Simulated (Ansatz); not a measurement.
# One input, then a changed one: ScPt

First run: DFT, PBEsol, PAW with Ansatz's default frozen-core files, scalar-relativistic (Ansatz 0.2.0).

Command: `ansatz run input.yaml --threads 1 --pin off --max-ram 2048MiB --backend cpu --events-out ev --progress --plain --runs-dir out` It took 2.6 s on 1 thread of Intel(R) Xeon(R) Platinum 8259CL CPU @ 2.50GHz (Skylake/Cascade Lake), on a shared host, peak memory 0.36 GiB.

```yaml
crystal:
  lattice:
    - [2.8494353691, 0.0, 0.0]
    - [0.0, 2.8494353691, 0.0]
    - [0.0, 0.0, 2.8494353691]
  atoms:
    - { symbol: Sc, position: [0.5, 0.5, 0.5] }
    - { symbol: Pt, position: [0.0, 0.0, 0.0] }
kpoints:
  mp_grid: { grid: [11, 11, 11] }
  band_path:
    path:
      - [0.0, 0.0, 0.0]
      - [0.0, 0.5, 0.0]
      - [0.5, 0.5, 0.0]
      - [0.0, 0.0, 0.0]
      - [0.5, 0.5, 0.5]
      - [0.0, 0.5, 0.0]
      - [0.5, 0.5, 0.5]
      - [0.5, 0.5, 0.0]
    npoints: 6
scf:
  occupations: { method: fermi_dirac, width: 0.05 }
hamiltonian:
  xc: pbesol
  pseudopotentials: { kind: paw }
output:
  forces: true
  stress: true
  eigenvalues: true
  populations: true
```

The base volume is that of a database entry, so it needn't be at zero pressure; the structure needn't be the stable phase, at rest or compressed.

This run: volume at 0.65 of the series' base cell.

It converges in 6 SCF iterations at a pressure of 143.5 GPa, cutoff 420 eV.

The input is then changed:

```diff
   populations: true
+  write_density: true
+  write_potential: true
+  elf: true
+  volumetric_format: npy
+basis:
+  xc_grid: 3
```

Q: Predict the outcome of the changed run.

A: It converges in 6 SCF iterations at a pressure of 143.5 GPa, cutoff 420 eV, free energy 0.0 meV/atom against the first run's.
